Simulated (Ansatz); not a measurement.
One crystal and one scan (frozen-phonon scan) at two levels, r2SCAN (plane waves to 500 eV, PAW, scalar-relativistic; Ansatz, a program for electronic structure) and PBE (plane waves to 420 eV, PAW, scalar-relativistic; Ansatz), each from its own relaxed cell and on its own mesh. The cell shown is that of r2SCAN.

Starting cell, InP (zinc blende):

```
CELL_PARAMETERS angstrom
      0.00000     5.90731     5.90731
      2.95366     0.00000     2.95366
      2.95366     2.95366     0.00000
ATOMIC_POSITIONS crystal
  P  0.37500 0.75000 0.75000
  P  0.87500 0.75000 0.75000
  In 0.00000 0.00000 0.00000
  In 0.50000 0.00000 0.00000
```

The atoms are displaced by Q × the pattern below (from a DFPT mode at L = (0.5, 0.0, 0.0), largest move 1; Q in Å), at fixed cell. It is one choice among 2 degenerate patterns. (q is in reciprocal vectors of the primitive cell; the cell shown is doubled to hold the pattern.)

| atom | x | y | z |
|---|---|---|---|
| P1 | -0.285 | 0.520 | -0.805 |
| P2 | 0.285 | -0.520 | 0.805 |
| In3 | -0.067 | 0.122 | -0.189 |
| In4 | 0.067 | -0.122 | 0.189 |

InP was relaxed with its symmetry unable to fall. The PAW data are Ansatz's earlier set. Percentages come from the unrounded values.

Results of r2SCAN:

- Lattice constant a (Å) = 5.907
- Harmonic wavenumber from the curvature (finite differences) (cm⁻¹ (negative: imaginary)) = 304
- Shape of the curve = a single well with its minimum at or next to zero displacement

Task: Estimate the PBE values.

Result: 
```csv
quantity,PBE,r2SCAN − PBE
Lattice constant a (Å),5.960,-0.053 (-0.9 %)
Harmonic wavenumber from the curvature (finite differences) (cm⁻¹ (negative: imaginary)),290,+14 (+5 %)
```

r2SCAN gives the higher value for: harmonic wavenumber from the curvature. r2SCAN gives the lower value for: lattice constant a. Both give the same shape of the curve: a single well with its minimum at or next to zero displacement. Neither level is exact: the differences show how much the result hangs on the functional.

(A displaced cell: forces are minus the slopes of the energy, force constants its curvatures, and phonons follow from these.)
